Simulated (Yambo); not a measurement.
G0W0@LDA for Cs₂LiAlF₆ (space group P-3m1, No. 164) in Yambo. Reference settings: 3×3×2 Γ-centred k mesh, bands 2 to 191 and a 6 Ry block in the screening, 191 bands in G with the Bruneval-Gonze terminator, plasmon pole fitted at 27.2 eV. The LDA gap Γ → Γ on this mesh is 6.56 eV; G0W0 gaps are taken between the same points.

```tsv
change from the reference	G0W0 gap Γ → Γ (eV)	shift of the valence edge (eV)
reference settings	10.72	-2.61
79 bands in W, 79 bands in G, no terminator	11.22	-2.43
3 Ry block	11.09	-3.07
55 bands in W, 55 bands in G, 5 Ry block	11.98	-3.02
79 bands in W, 79 bands in G, 4 Ry block	11.43	-2.89
79 bands in W, 79 bands in G, 5 Ry block	?	-2.71
3 Ry block, no terminator	?	-2.96
3×3×4 mesh	10.73	-2.63
```

Question: Estimate the withheld gaps from the other rows; the computed values follow.

Answer: 
- 79 bands in W, 79 bands in G, 5 Ry block, G0W0 gap Γ → Γ (eV): 11.28
- 3 Ry block, no terminator, G0W0 gap Γ → Γ (eV): 11.05

The reference isn't shown to be the converged limit.

Geometry of the Materials Project entry, not relaxed at this level; primitive cell a = b = 6.2979 Å, c = 5.1033 Å, α = β = 90.00°, γ = 120.00°.

The structure is a Materials Project entry; no match was found in the copy of COD used, and its stability was not checked.

A shift is the quasiparticle energy of the state minus its LDA energy.
